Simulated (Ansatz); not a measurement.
Al₂W in space group Fddd (No. 70; Al on 16f, W on 8b), DFT-PBE in the program Ansatz with PAW potentials, all energies at zero smearing, with the estimated change up to a 700 eV cutoff added, with one set of potentials and settings (totals compare only within such a set). Cell of 6 atoms (4 Al, 2 W): -22922.229 eV.

```json
[
 {"element": "Al", "reference phase": "Fm-3m, 1 atoms in the cell", "E (eV/atom)": "-537.5055"},
 {"element": "W", "reference phase": "Im-3m, 1 atoms in the cell", "E (eV/atom)": "-10385.9177"}
]
```

Formation energy per atom, worked out: (-22922.229 − 4×(-537.5055) − 2×(-10385.9177))/6 = -0.062 eV/atom (-6 kJ per mol of atoms), at 0 K, without zero-point energy or fitted corrections.

The start of the workflow was typed in or built on a structure type; neither database checked (COD, Materials Project) lists it. Its standing as an ambient phase is unchecked. The cell was relaxed with PBE under the symmetry of its start; whether a distortion lowers the energy is not shown. No spin polarisation was allowed. The references are the lowest solids computed at this level, not always the standard phases. Spin–orbit coupling is left out wherever it is not named.

Potentials: the earlier of the program's two PAW sets.
